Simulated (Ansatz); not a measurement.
A distorted cell of La2O3 (A-La2O3 type, space group P-3m1):

```xyz
10
Lattice="3.9403 0.0000 0.0000 -1.9701 3.4124 0.0000 0.0000 0.0000 12.3760" Properties=species:S:1:pos:R:3 pbc="T T T"
La     0.0000     2.2749     1.4643
La     0.0000     2.2749     7.7853
La     1.9701     1.1375     4.7236
La     1.9701     1.1375    10.7787
O      0.0000     0.0000    -0.0833
O      0.0000     0.0000     6.2713
O      0.0000     2.2749     4.0349
O      0.0000     2.2749    10.1391
O      1.9701     1.1375     2.1531
O      1.9701     1.1375     8.4249
```

Computed with PBE (plane waves to 420 eV, PAW, scalar-relativistic; Ansatz, a program for electronic structure). k mesh 10×10×3 (Γ-centred), Fermi-Dirac smearing 0.05 eV. Stress and pressure are positive under compression. La2O3 is run without spin polarisation. La2O3 was relaxed with its symmetry unable to fall.

### Question
Predict the force on every atom, in eV/Å.

### Answer
```
atom     Fx     Fy      Fz
----  -----  -----  ------
La1   0.000  0.000   0.545
La2   0.000  0.000  -0.824
La3   0.000  0.000  -0.545
La4   0.000  0.000   0.824
O5    0.000  0.000   0.096
O6    0.000  0.000  -0.096
O7    0.000  0.000   0.019
O8    0.000  0.000   0.142
O9    0.000  0.000  -0.019
O10   0.000  0.000  -0.142
```

### Question
Give the stress tensor in GPa and the pressure.

### Answer
```
   0.20     0.00     0.00
   0.00     0.20     0.00
   0.00     0.00     0.88
```
The pressure, a third of the trace, is 0.42 GPa.

(A displaced cell: forces are minus the slopes of the energy, force constants its curvatures, and phonons follow from these.)
